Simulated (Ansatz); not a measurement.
Relaxed Pt (fcc, Cu type):

```
CELL_PARAMETERS angstrom
      3.97027     0.00000     0.00000
      0.00000     3.97027     0.00000
      0.00000     0.00000     3.97027
ATOMIC_POSITIONS crystal
  Pt 0.00000 0.00000 0.00000
  Pt 0.50000 0.50000 0.00000
  Pt 0.50000 0.00000 0.50000
  Pt 0.00000 0.50000 0.50000
```

In each cell atom 1 (Pt, nearest neighbour Pt at 2.807 Å; its periodic images, 4.0 Å or more away, move with it) moves by s·(1.000, 0.000, 0.000) (along Cartesian x), the rest being held.

The numbers are results of PBE (plane waves to 420 eV, PAW, scalar-relativistic; Ansatz, a first-principles code), not measurements. k mesh 10×10×10 (Γ-centred), Fermi-Dirac smearing 0.05 eV. The energy includes the smearing's −TS. With partly filled bands, energies and forces of such displacements shift with the k mesh and the smearing. Pt is run without spin polarisation. Pt was relaxed with its symmetry unable to fall. Spin-orbit coupling is left out, though Pt is heavy. ΔE is measured from the undisplaced structure. The last digit holds for this mesh only.

| s (Å) | ΔE (meV/cell) |
|---|---|
| -0.560 | 1881.9 |
| -0.448 | withheld |
| -0.336 | 648.3 |
| -0.224 | 284.1 |
| -0.112 | 70.6 |
| 0.000 | 0.0 |
| 0.112 | 70.6 |
| 0.224 | 284.1 |
| 0.336 | 648.3 |
| 0.448 | withheld |
| 0.560 | 1881.9 |

Question: Fit an even polynomial form (powers 2, 4) to the given rows and predict ΔE at s = 0.448.

Answer: Least squares on the 9 given rows: ΔE = (5597)·s² + (1287)·s⁴, in meV/cell with s in Å; root-mean-square residual 0.10 meV/cell. At 0.448 the fit gives 1175.2 meV/cell; the calculation gives 1177.7 meV/cell, so the interpolation is off by -2.5 (-0.2 %). The quadratic term alone would give 1123.3 meV/cell.

(For displaced atoms, the force is minus the slope of the energy, and its curvature is a force constant, which sets phonon frequencies.)
